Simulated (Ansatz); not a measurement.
## Zn₅CdS₆ (P3m1) at 2 levels of theory

One geometry, relaxed with PBE; plane waves with PAW potentials in Ansatz, scalar-relativistic. No spin polarisation. Gaps are the least over mesh and band path; pressure is positive in compression.

Space group P3m1 (No. 156). a = 3.894 Å, b = 3.894 Å, c = 19.277 Å, α = 90.00°, β = 90.00°, γ = 120.00°
```csv
atom,site,symmetry,x,y,z
Zn,1b,3m.,0.3333,0.6667,0.9959
Zn,1b,3m.,0.3333,0.6667,0.6710
Zn,1c,3m.,0.6667,0.3333,0.1579
Zn,1c,3m.,0.6667,0.3333,0.5086
Zn,1c,3m.,0.6667,0.3333,0.8334
Cd,1b,3m.,0.3333,0.6667,0.3362
S,1b,3m.,0.3333,0.6667,0.1183
S,1b,3m.,0.3333,0.6667,0.4685
S,1b,3m.,0.3333,0.6667,0.7934
S,1c,3m.,0.6667,0.3333,0.2798
S,1c,3m.,0.6667,0.3333,0.6310
S,1c,3m.,0.6667,0.3333,0.9559
```

| level | cutoff (eV) | k mesh | gap (eV) | pressure (GPa) |
| --- | --- | --- | --- | --- |
| PBE | 420 | 12×12×2 | 1.58 | 0.0 |

What comes out on the same cell with PBEsol?

| level | cutoff (eV) | k mesh | gap (eV) | pressure (GPa) |
| --- | --- | --- | --- | --- |
| PBEsol | 420 | 12×12×2 | 1.45 | -3.3 |

The cell was found from a structure generator's guess, not taken from experiment.
